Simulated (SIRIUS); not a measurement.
SIRIUS run on CdGeAs2 (I-42d, 8 atoms in the cell; from Materials Project mp-4953, changed as shown): self-consistent single point.

Level of theory: PBEsol, GBRV PBEsol ultrasoft pseudopotentials (plane waves; SIRIUS).

The change in words: lattice scaled by 0.98. Reference geometry (I-42d):
```
CELL_PARAMETERS angstrom
     -2.98888     2.98888     5.66430
      2.98888    -2.98888     5.66430
      2.98888     2.98888    -5.66430
ATOMIC_POSITIONS crystal
  Cd 0.25000 0.75000 0.50000
  Cd 0.50000 0.50000 0.00000
  Ge 0.00000 0.00000 0.00000
  Ge 0.75000 0.25000 0.50000
  As 0.87500 0.34622 0.97122
  As 0.65378 0.62500 0.52878
  As 0.37500 0.90378 0.02878
  As 0.09622 0.12500 0.47122
```

Reference input (self-consistent single point, DFT, PBEsol, plane waves, GBRV PBEsol ultrasoft pseudopotentials): parameters.ngridk = 5 5 5; parameters.xc_functionals = [XC_GGA_X_PBE_SOL, XC_GGA_C_PBE_SOL]; parameters.gk_cutoff = 6.325 1/bohr; parameters.pw_cutoff = 14.143 1/bohr; parameters.smearing = fermi_dirac; parameters.smearing_width = 0.00367493 Ha; potentials = GBRV PBEsol ultrasoft pseudopotentials; parameters.electronic_structure_method = pseudopotential; parameters.num_bands = 43; parameters.num_mag_dims = 0; parameters.num_dft_iter = 100; parameters.energy_tol = 1e-07 Ha. This run's input differs from it in these lines:

```diff
@@ -32,5 +32,5 @@
     "lattice_vectors": [
-      [-5.6481551707, 5.6481551707, 10.7039662391],
-      [5.6481551707, -5.6481551707, 10.7039662391],
-      [5.6481551707, 5.6481551707, -10.7039662391]
+      [-5.5351930122, 5.5351930122, 10.4898867253],
+      [5.5351930122, -5.5351930122, 10.4898867253],
+      [5.5351930122, 5.5351930122, -10.4898867253]
     ],
@@ -45,4 +45,4 @@
       "Cd": [
-        [5.6481551707, 0.0, 5.3519831195],
-        [0.0, 0.0, 10.7039662391]
+        [5.5351930122, 0.0, 5.2449433627],
+        [0.0, 0.0, 10.4898867253]
       ],
@@ -50,9 +50,9 @@
         [0.0, 0.0, 0.0],
-        [0.0, 5.6481551707, 5.3519831195]
+        [-0.0, 5.5351930122, 5.2449433627]
       ],
       "As": [
-        [2.4989697737, 8.4722327561, 2.6759915598],
-        [2.8240775854, 3.149185397, 8.0279746793],
-        [3.149185397, -2.8240775854, 13.3799577989],
-        [2.8240775854, 2.4989697737, -2.6759915598]
+        [2.4489907963, 8.3027895183, 2.6224716813],
+        [2.7675965061, 3.0862022159, 7.867415044],
+        [3.0862022159, -2.7675965061, 13.1123584067],
+        [2.7675965061, 2.4489907963, -2.6224716813]
       ]
```

Output, abridged:

```
[find] density tolerance         : 1e-06
[find] total energy tolerance    : 1e-07
[find] iter_solver_tol (initial) : 0.01
[find] iter_solver_tol (target)  : 1e-13
[find] num_dft_iter              : 100
Charges and magnetic moments
--------------------------------------------------------------------------------
total charge          : 72.000000
[find] | SCF iteration   0 out of 100|
[diagonalize] iterative solver tolerance (occupied, empty): 0.01 0.01
[diagonalize] average number of iterations: 2
[find] Charges and magnetic moments
[find] total charge          : 72.000000
[find] Energy
[find] smearing (-TS)                 :      -0.00010682
   [... lines left out ...]

[find] Charges and magnetic moments
[find] total charge          : 72.000000
[find] Energy
[find] smearing (-TS)                 :      -0.00021494
[find] Total energy                   :    -407.64866455 (Ha),    -815.29732911 (Ry)
[find] Free energy (E-TS)             :    -407.64887949 (Ha),    -815.29775899 (Ry)
[find] band gap (eV)                  :       0.03527577
[find] Efermi                         :       0.26782012
[find] iteration : 31, RMS (target) : 8.6575e-07 (1.0000e-06) , energy difference (target) : 6.6109e-11 (1.0000e-07)
[find] bands are converged : true
[find] iterative solver converged : false
[find] converged after 32 SCF iterations!
[find] Charges and magnetic moments
[find] total charge          : 72.000000
[find] Energy
[find] smearing (-TS)                 :      -0.00021494
[find] Total energy                   :    -407.64866455 (Ha),    -815.29732911 (Ry)
[find] Free energy (E-TS)             :    -407.64887949 (Ha),    -815.29775899 (Ry)
[find] band gap (eV)                  :       0.03527577
[find] Efermi                         :       0.26782012
[ground_state] === stress tensor components [kbar] ===
[ground_state] === stress_total ===
[ground_state]   -35.896723    0.000000    0.000000
[ground_state]     0.000000  -35.896723    0.000000
[ground_state]     0.000000    0.000000  -34.499309
[ground_state] ==== total Forces in Ha/bohr =====
   [... lines left out ...]
[ground_state] atom:    3, force:      -0.0000000     -0.0000000      0.0000000
[ground_state] atom:    4, force:       0.0047229     -0.0000000      0.0000000
[ground_state] atom:    5, force:      -0.0000000     -0.0047229      0.0000000
[ground_state] atom:    6, force:      -0.0047229      0.0000000      0.0000000
[ground_state] atom:    7, force:       0.0000000      0.0047229      0.0000000
```

The run converged in 32 iterations. SIRIUS prints the stress tensor with tension positive. Against the reference run the free energy rises by 14.0 meV/atom, the pressure goes from -0.54 to 3.54 GPa and the largest force goes from 0.173 to 0.243 eV/Å.

The structure comes from a collection of computed structures, made at another level of theory; the collection holds predicted forms beside known ones. No clean gap shows at this smearing width and mesh (spacing up to 0.30 Å⁻¹); the mesh is coarse for partly filled bands, so the values carry mesh errors. Semi-local functionals can close small gaps.

Cost on one core: roughly 4 core-minutes.
